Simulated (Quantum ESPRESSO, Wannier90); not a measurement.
# MgS (rock salt), plane waves to Wannier functions

```xyz
2
Lattice="0.0000 2.6044 2.6044 2.6044 0.0000 2.6044 2.6044 2.6044 0.0000" Properties=species:S:1:pos:R:3 pbc="T T T"
Mg     0.0000     0.0000     0.0000
S      2.6044     2.6044     2.6044
```

Materials Project entry mp-1315; symmetrised, unrelaxed at this level. COD (Crystallography Open Database) has an entry of this formula and space group (matched by these alone). Method: LDA plane waves in Quantum ESPRESSO 7.5 (PseudoDojo norm-conserving files, 68 Ry, no spin polarisation, no spin-orbit coupling), Bloch states on a 10×10×10 mesh through Γ, Wannier90 4.0.1. Density: 10×10×10 mesh, cold smearing 0.01 Ry.

Bands 6-8 form an isolated set from -4.89 to 0.00 eV relative to the valence-band maximum (on the path) and are turned into 3 Wannier functions by minimising the spread from the start: atomic waves S 3p.

Centres (Cartesian, Å; one of the equivalent choices) and spreads:

| n | x | y | z | spread (Å²) | nearest atom |
|---|---|---|---|---|---|
| 1 | 2.604 | 2.604 | 2.604 | 2.087 | S2 |
| 2 | 2.604 | 2.604 | 2.604 | 2.087 | S2 |
| 3 | 2.604 | 2.604 | 2.604 | 2.087 | S2 |

Ω_I = 6.21 Å², Ω_total = 6.26 Å²; the interpolated bands follow pw.x to 1.0 meV rms on the path. Only this start was tried; a symmetric start can stop on a saddle, and mixtures of these functions could lower the total by at most Ω_total − Ω_I.
